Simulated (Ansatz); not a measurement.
## SrTl2Zn2: rattling a relaxed structure

The cell was found from a structure generator's guess, not taken from experiment.

Theory: DFT PBE, scalar-relativistic, plane waves, PAW in Ansatz. Settings: cutoff 420 eV, Γ-centred mesh 8×8×6 on the computed 5-atom cell, Gaussian smearing of 0.10 eV; no spin polarisation.

The cell below (5 atoms, space group Cmmm (No. 65)) is relaxed within its symmetry.

```
Sr Zn Tl
1.0
     3.47728   -4.47091    0.00000
     3.47728    4.47091    0.00000
     0.00000    0.00000    5.92635
Sr Zn Tl
1 2 2
Direct
  0.00000 0.00000 0.00000
  0.18958 0.18958 0.50000
  0.81042 0.81042 0.50000
  0.29599 0.70401 0.50000
  0.70401 0.29599 0.50000
```

For the test a repeat of it with 10 atoms (edges 5.66, 5.93, 11.33 Å) was strained at random (σ = 1.5 % a component), the atoms were moved at random (σ = 0.05 Å), and all was relaxed again on a coarse 4×4×2 mesh (in the run’s order of axes) with 0.20 eV smearing, with no symmetry imposed.

Spin–orbit coupling, which can matter for Tl, is left out.

Task: Does it come back?

Result: It doesn't return. The energy falls by 331 meV/atom on that mesh, the volume changes by -28.5 %, and the end has space group C2/m (No. 12) at a loose tolerance. Relaxed again on a 10×8×6 mesh with 0.10 eV smearing, the new structure lies 322 meV/atom below the first (mesh in the axes of the run's cell; the cell below is made exact in the group named). Space group C2/m (No. 12), monoclinic, a = 12.272 Å, b = 4.419 Å, c = 5.094 Å, β = 107.2°. Sr has 6 Zn at 3.45–3.57 Å, 4 Tl at 3.55 Å and 4 Tl at 3.90 Å; Zn is surrounded by 2 Zn at 2.61 Å, 4 Tl at 2.79–2.92 Å and 3 Sr at 3.45–3.57 Å; Tl has 4 Zn at 2.79–2.92 Å, 1 Tl at 3.20 Å, 2 Sr at 3.55 Å, 2 Tl at 3.73 Å and 2 Sr at 3.90 Å.

```
Sr Zn Tl
1.0
     6.13588   -2.20974    0.00000
     6.13588    2.20974    0.00000
    -1.50615    0.00000    4.86593
Sr Zn Tl
1 2 2
Direct
  0.00000 0.00000 0.00000
  0.26128 0.26128 0.87330
  0.73872 0.73872 0.12670
  0.63459 0.63459 0.54614
  0.36541 0.36541 0.45386
```
